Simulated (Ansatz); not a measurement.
MgInCu₄:
```
MgInCu4
1.0
    0.00000     3.49209     3.49209
    3.49209     0.00000     3.49209
    3.49209     3.49209     0.00000
Mg In Cu
1 1 4
Direct
  0.00000   0.00000   0.00000
  0.75000   0.75000   0.75000
  0.37471   0.37471   0.37471
  0.37471   0.37471   0.87587
  0.37471   0.87587   0.37471
  0.87587   0.37471   0.37471
```

Relaxed with r²SCAN. Special points in fractions of this cell's reciprocal vectors: Γ (0.000, 0.000, 0.000); X (0.500, 0.000, 0.500); U (0.625, 0.250, 0.625); K (0.375, 0.375, 0.750); L (0.500, 0.500, 0.500); W (0.500, 0.250, 0.750).

Question: List the band energies nearest the Fermi level at these points for DFT-r²SCAN in the program Ansatz with PAW potentials.

Answer: In eV from the Fermi level; about four levels below and three above (degenerate sets whole), none deeper than 8.9 eV; points with the same levels are listed once.

| k | below | above |
|---|---|---|
| Γ | -0.57 -0.38 -0.38 -0.38 | 2.25 2.77 2.77 2.77 |
| X | -1.59 -0.78 -0.78 -0.55 | 6.88 7.38 7.38 |
| U | -2.15 -1.95 -0.94 -0.68 | 1.94 4.71 4.75 |
| L | -1.58 -0.42 -0.29 -0.29 | 1.71 1.71 1.97 |
| W | -2.12 -2.12 -1.97 -1.80 | 1.32 1.95 2.74 |

Space group F-43m. The first step of the workflow began from a Materials Project structure, measured or hypothetical; the Crystallography Open Database files this formula in space group No. 216, but the cells were not matched. Its standing as an ambient phase is unchecked. Symmetry was held in the r²SCAN relaxation; whether a distortion lowers the energy is not shown. The run is not spin-polarised. Spin–orbit coupling is left out wherever it is not named.

Potentials: the later of the program's two PAW sets.
